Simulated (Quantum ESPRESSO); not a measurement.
## Al2Ta2MoRh2Ir (one composition in several site orders)

Computed values, not a measurement. The program is pw.x of Quantum ESPRESSO 7.5 (plane-wave density functional theory). The cell is made up: eight metal atoms on a face-centred cubic lattice, with elements, volume, strain and displacements drawn at random and not relaxed, so it may be unstable or far from any real phase. PseudoDojo standard norm-conserving files set the functional (PBE unless stated); there is no spin polarisation or spin-orbit coupling, the Fermi-Dirac width of 0.25 eV means electrons at about 2900 K, and the masses in the input are unused placeholders. Heavy elements are run without spin-orbit coupling, which real alloys of them have. A spin test at this wide smearing found no moment, but such smearing suppresses magnetism that the real alloy may have.

The runs put one composition on the sites in different orders. Cell, positions, cutoff, mesh and smearing stay as in the input of run 1; sites are counted in its order. Stress in the tables is positive in tension.

Input of run 1:

```
&control calculation='scf', pseudo_dir='./dojo.nc.sr.pbe.v0_5.standard.upf', outdir='./o', disk_io='minimal', tprnfor=.true., tstress=.true. /
&system ibrav=0, nat=8, ntyp=5, nbnd=65, ecutwfc=87.97787729, nosym=.true., tot_charge=0,
 occupations='smearing', smearing='fd', degauss=0.0183746611
/
&electrons conv_thr=1.470e-08, electron_maxstep=70, mixing_beta=0.5 /
ATOMIC_SPECIES
Al 1.0 Al.upf
Ir 1.0 Ir.upf
Mo 1.0 Mo.upf
Rh 1.0 Rh.upf
Ta 1.0 Ta.upf
CELL_PARAMETERS angstrom
-4.0677 0.0 0.0
0.0 -4.0677 4.0677
0.0 6.1015 2.0338
ATOMIC_POSITIONS angstrom
Al 0.016 0.0432 -0.0763
Ta -0.0205 2.0861 2.1409
Mo -0.0496 -1.9459 2.0515
Rh 0.0611 0.0139 4.0197
Ta -2.0976 4.0718 2.0735
Al -2.0722 0.0042 2.037
Ir -2.0482 1.9581 4.0573
Rh -2.0903 -2.0594 3.9658
K_POINTS automatic
6 5 4 1 1 1
```

```
run  elements on sites 1 to 8  free energy less that of run 1 (eV)  -TS (eV)  pressure (GPa)  stress xx (GPa)  stress yy (GPa)  stress zz (GPa)  stress yz (GPa)  stress xz (GPa)  stress xy (GPa)  iterations
  1   Al Ta Mo Rh Ta Al Ir Rh                                0.000    -1.497          -12.26            12.38             8.37            16.04            -1.43            -0.15             0.34          16
  2   Ir Rh Ta Al Al Rh Ta Mo                                0.024    -1.464          -11.57            13.44            10.20            11.09             2.70            -0.05            -0.43          17
  3   Rh Ta Al Rh Ir Mo Ta Al                                0.151    -1.559          -11.73            11.71            14.55             8.92            -0.18            -0.22            -0.08          18
  4   Rh Al Ta Al Ta Ir Rh Mo                                0.048    -1.447          -12.61            14.16            14.86             8.81             0.64            -0.27            -0.38          17
  5   Ir Rh Mo Al Al Rh Ta Ta                               -0.162    -1.415          -12.14            14.91             9.50            12.01             1.78            -0.09             0.06          15
  6   Ta Al Rh Mo Rh Al Ir Ta                                0.071    -1.544          -12.38            12.46            12.63            12.06             1.31            -0.06            -0.62          17
```

Forces Fx Fy Fz (eV/Å):

| site | run 1 | run 2 | run 3 | run 4 | run 5 | run 6 |
| --- | --- | --- | --- | --- | --- | --- |
| 1 | -0.31 0.16 -0.56 | -0.15 -0.34 0.39 | -0.16 0.57 -0.01 | -0.26 -0.13 0.51 | -0.09 -0.47 0.58 | -0.53 -1.66 0.03 |
| 2 | -0.12 -0.68 -0.03 | -0.05 0.16 -0.37 | -0.10 0.23 -2.44 | -0.15 -1.04 -0.77 | -0.05 0.03 -0.46 | -0.04 0.89 0.15 |
| 3 | 0.07 0.08 -0.01 | -0.01 0.44 -0.58 | 0.02 0.44 -0.33 | -0.01 -0.37 0.31 | -0.04 0.38 -0.87 | 0.06 0.02 0.01 |
| 4 | -0.64 -0.70 0.06 | -0.56 -0.05 0.33 | -0.31 -0.40 0.51 | -0.48 0.62 0.42 | -0.68 0.04 0.01 | -0.58 -0.34 0.35 |
| 5 | 0.41 0.38 -1.02 | 0.16 -0.09 -0.20 | 0.30 -0.22 0.51 | 0.41 0.81 -0.39 | 0.13 0.11 0.41 | 0.19 -0.19 -0.66 |
| 6 | 0.14 0.35 0.87 | 0.18 0.41 -0.23 | 0.05 -0.44 -0.64 | 0.17 -0.18 -0.41 | 0.19 0.38 0.02 | 0.30 -0.17 -0.31 |
| 7 | 0.26 0.61 -0.05 | 0.20 0.15 -0.16 | 0.08 -0.53 1.32 | 0.12 0.36 -0.28 | 0.25 0.09 -0.63 | 0.04 0.37 0.10 |
| 8 | 0.20 -0.20 0.73 | 0.23 -0.67 0.82 | 0.12 0.35 1.09 | 0.20 -0.08 0.60 | 0.29 -0.56 0.94 | 0.57 1.07 0.33 |

The sites are displaced and not relaxed, so the energy differences mix bonding between neighbours with strain and are not ordering energies. A rerun of one cell of this series at a higher cutoff and on a denser mesh moved values by no more than 0.003 eV in energy, 0.04 GPa in stress and 0.004 eV/Å in force, and a second program with other atomic files agreed on that cell to 2 % rms in force and 0.5 GPa in pressure.